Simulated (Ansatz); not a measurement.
SiC:
```
CELL_PARAMETERS angstrom
      5.78741     0.00000     0.00000
      0.00000     3.12484     0.00000
      0.00000     0.00000     5.18329
ATOMIC_POSITIONS crystal
  Si 0.15934 0.25000 0.40434
  Si 0.34066 0.75000 0.90434
  Si 0.84066 0.75000 0.59566
  Si 0.65934 0.25000 0.09566
  C  0.82350 0.25000 0.39684
  C  0.67650 0.75000 0.89684
  C  0.17650 0.75000 0.60316
  C  0.32350 0.25000 0.10316
```

Relaxed with r²SCAN. Independent-particle spectrum: no excitons, no local fields, no scissors shift; 0.1 eV broadening; ε₁ of the summed bands alone.

Task: Tabulate the dielectric function from r²SCAN in the plane-wave PAW code Ansatz.

Result: 

| E (eV) | ε₁ xx | ε₂ xx | ε₁ yy | ε₂ yy | ε₁ zz | ε₂ zz |
|---|---|---|---|---|---|---|
| 0.0 | 6.07 | 0.00 | 6.09 | 0.00 | 5.94 | 0.00 |
| 0.4 | 6.09 | 0.00 | 6.11 | 0.00 | 5.95 | 0.00 |
| 0.8 | 6.14 | 0.00 | 6.15 | 0.00 | 6.00 | 0.00 |
| 1.2 | 6.22 | 0.00 | 6.23 | 0.00 | 6.07 | 0.00 |
| 1.6 | 6.34 | 0.00 | 6.34 | 0.00 | 6.18 | 0.00 |
| 2.0 | 6.50 | 0.00 | 6.50 | 0.00 | 6.34 | 0.00 |
| 2.4 | 6.73 | 0.00 | 6.70 | 0.00 | 6.55 | 0.00 |
| 2.8 | 7.03 | 0.00 | 6.98 | 0.00 | 6.83 | 0.00 |
| 3.2 | 7.47 | 0.00 | 7.36 | 0.00 | 7.23 | 0.00 |
| 3.6 | 8.26 | 0.08 | 7.93 | 0.01 | 7.83 | 0.00 |
| 4.0 | 8.77 | 0.76 | 8.83 | 0.32 | 8.91 | 0.53 |
| 4.4 | 9.58 | 1.12 | 9.56 | 0.75 | 9.44 | 1.12 |
| 4.8 | 11.25 | 1.83 | 10.99 | 2.70 | 11.34 | 2.64 |
| 5.2 | 11.30 | 5.42 | 10.21 | 3.46 | 8.68 | 5.46 |
| 5.6 | 9.83 | 7.02 | 10.91 | 4.25 | 8.42 | 4.51 |
| 6.0 | 8.95 | 7.55 | 12.34 | 5.11 | 9.69 | 4.44 |
| 6.4 | 9.25 | 7.27 | 11.59 | 9.68 | 10.64 | 6.55 |
| 6.8 | 8.25 | 9.48 | 10.09 | 10.76 | 9.00 | 9.04 |
| 7.2 | 7.64 | 11.33 | 8.19 | 15.03 | 9.24 | 10.43 |
| 7.6 | 5.29 | 10.53 | 3.02 | 16.53 | 6.20 | 13.27 |
| 8.0 | 3.65 | 13.01 | -1.83 | 10.28 | 3.55 | 13.43 |
| 8.4 | 0.17 | 12.96 | 0.44 | 9.49 | 0.78 | 13.37 |
| 8.8 | -1.83 | 10.34 | 0.84 | 9.49 | -2.46 | 11.14 |
| 9.2 | -2.78 | 9.45 | -1.28 | 10.59 | -3.66 | 8.92 |
| 9.6 | -3.50 | 8.41 | -4.12 | 8.49 | -3.24 | 7.30 |
| 10.0 | -3.97 | 6.33 | -3.82 | 6.49 | -3.29 | 6.76 |
| 10.4 | -3.83 | 5.20 | -3.41 | 5.54 | -3.70 | 5.65 |
| 10.8 | -3.47 | 4.08 | -3.21 | 4.82 | -3.78 | 4.24 |
| 11.2 | -2.85 | 3.58 | -3.26 | 4.43 | -3.03 | 3.46 |
| 11.6 | -2.68 | 3.33 | -3.21 | 3.63 | -2.60 | 3.16 |
| 12.0 | -2.61 | 3.02 | -2.97 | 2.90 | -2.54 | 2.90 |

Task: From ε at 4.1 eV (xx: 8.91 + 0.80i), find n, k, the normal reflectivity and the absorption coefficient.

Result: n = 2.99, k = 0.134, R = 25 %, α = 2kE/ħc = 56000 cm⁻¹.

With all bands, ε∞ without local fields is 6.14 (xx), 6.15 (yy), 6.01 (zz).

Space group Pnma. The start of the workflow was typed in or built on a structure type; neither database checked (COD, Materials Project) lists it. It is not the phase usual at ambient conditions (space group No. 186, 216). Symmetry was held in the r²SCAN relaxation; whether a distortion lowers the energy is not shown.

Potentials: the later of the program's two PAW sets.
